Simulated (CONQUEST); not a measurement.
Set-up for a self-consistent single point of Mo (Im-3m, 2 atoms in the cell; from Materials Project mp-129, changed as shown).

```xyz
2
Lattice="3.1043 0.0000 0.0000 0.0000 3.1043 0.0000 0.0000 0.0000 3.1043" Properties=species:S:1:pos:R:3 pbc="T T T"
Mo     0.0000     0.0000     0.0000
Mo     1.5521     1.5521     1.5521
```

Level of theory: LDA (PW92), numerical atomic orbitals double-zeta with polarisation (the shipped basis), PseudoDojo norm-conserving potentials made for LDA (CONQUEST).

CONQUEST settings:

- basis = DZP
- Diag.MPMeshX, Y, Z = 14 14 14
- potentials = PseudoDojo norm-conserving LDA
- Grid.GridCutoff = 140 Ha
- DM.SolutionMethod = diagon
- Diag.kT = 0.001837 Ha
- Diag.GammaCentred = true
- minE.SCTolerance = 1.0e-06
- SC.MaxIters = 100
- SC.LinearMixingFactor = 0.5
- SC.KerkerPreCondition = true
- SC.KerkerFactor = 0.3 1/bohr
- AtomMove.TypeOfRun = static

Results:

| Quantity | Value |
|---|---|
| Number of valence electrons | 28 |
| Number of bands | 38 |
| Number of k-points after the program's reduction | 1646 |
| Size of the basis | 38 |
| Number of SCF iterations | 8 |
| FFT grid | 32 × 32 × 32 |
| Free energy E − TS | -3828.9533 eV |
| Fermi level (on the code's own zero) | -6.11 eV |
| Pressure | 6.72 GPa |

For comparison: a first run was changed to give this one (lattice scaled by 0.98), and from it to this one the free energy drops by 18.0 meV/atom and the pressure goes from -10.63 to 6.72 GPa.

The program uses no crystal symmetry, so grid and mesh can part values that symmetry would make equal. The atom-centred basis is finite, which shifts total energies and pressures against plane waves. The structure comes from a collection of computed structures, made at another level of theory; the collection holds predicted forms beside known ones.

Cost on one core: around 9 core-minutes (rough).
